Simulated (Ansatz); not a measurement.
## Levels of theory for CdSe (4H polytype)

All numbers come from Ansatz. These are computed values for a non-magnetic cell that may be hypothetical; none is a measurement.

The cell is CdSe in the 4H polytype structure; cell and atoms were relaxed with r2SCAN. The symmetry is P6_3mc (No. 186, hexagonal); conventional cell a = 4.339 Å, c = 14.159 Å, 28.86 Å³ an atom. Cd is surrounded by 4 Se at 2.65–2.66 Å; Cd is surrounded by 4 Se at 2.66 Å; Se is surrounded by 4 Cd at 2.66 Å; Se is surrounded by 4 Cd at 2.65–2.66 Å.

```
CELL_PARAMETERS angstrom
4.33928 0.00000 0.00000
-2.16964 3.75793 0.00000
0.00000 0.00000 14.15870
ATOMIC_POSITIONS crystal
Cd 0.00000 0.00000 0.99980
Cd 0.33333 0.66667 0.24996
Cd 0.00000 0.00000 0.49980
Cd 0.66667 0.33333 0.74996
Se 0.00000 0.00000 0.18750
Se 0.33333 0.66667 0.43774
Se 0.00000 0.00000 0.68750
Se 0.66667 0.33333 0.93774
```

Relaxed lattice by functional, symmetry kept:

| functional | k mesh | a (Å) | c (Å) | volume (Å³/atom) |
| --- | --- | --- | --- | --- |
| PBE | 6×6×2 | 4.383 | 14.305 | 29.75 |
| r2SCAN | 6×6×2 | 4.339 | 14.159 | 28.86 |

Gaps on the r2SCAN cell, each the least over its mesh and the special points:
```json
{"level": "PBE", "k mesh": "12×12×2", "gap (eV)": "0.58", "kind": "direct", "edges": "Γ", "least direct gap (eV)": "0.58"}
{"level": "PBE+SOC", "k mesh": "12×12×2", "gap (eV)": "0.47", "kind": "direct", "edges": "Γ", "least direct gap (eV)": "0.47"}
{"level": "r2SCAN", "k mesh": "12×12×2", "gap (eV)": "1.07", "kind": "direct", "edges": "Γ", "least direct gap (eV)": "1.07"}
{"level": "HSE06", "k mesh": "6×6×2", "gap (eV)": "1.51", "kind": "direct", "edges": "Γ", "least direct gap (eV)": "1.51"}
{"level": "PBE0", "k mesh": "6×6×2", "gap (eV)": "2.11", "kind": "direct", "edges": "Γ", "least direct gap (eV)": "2.11"}
```
PBE, PBE+SOC: smearing of 0.02 eV; the others have fixed occupations.
Wave cutoffs: 420 eV, 500 eV (r2SCAN).

HSE06 gives a direct gap of 1.51 eV at Γ. Spin-orbit coupling changes the PBE gap by -0.12 eV, to 0.47 eV.

r2SCAN covers 52 % of the step from PBE to HSE06. Spin-orbit coupling moves the least or the direct gap by up to 0.12 eV, so it has to be included where a tenth of an eV counts. Among these functionals the gap stays direct.

r2SCAN (ground state on 6×6×2): ε∞: 6.4 along x and y, 6.5 along z. Born charges, averaged over directions: Cd +2.24, Se -2.24 e. The program notes that the ground state's band table doesn't vouch for all the bands that the response reads. The program warns that the response isn't settled on this k mesh.

Only the levels marked +SOC include spin-orbit coupling.

The meshes of the hybrids are coarse, so their gaps aren't converged to the digits shown.
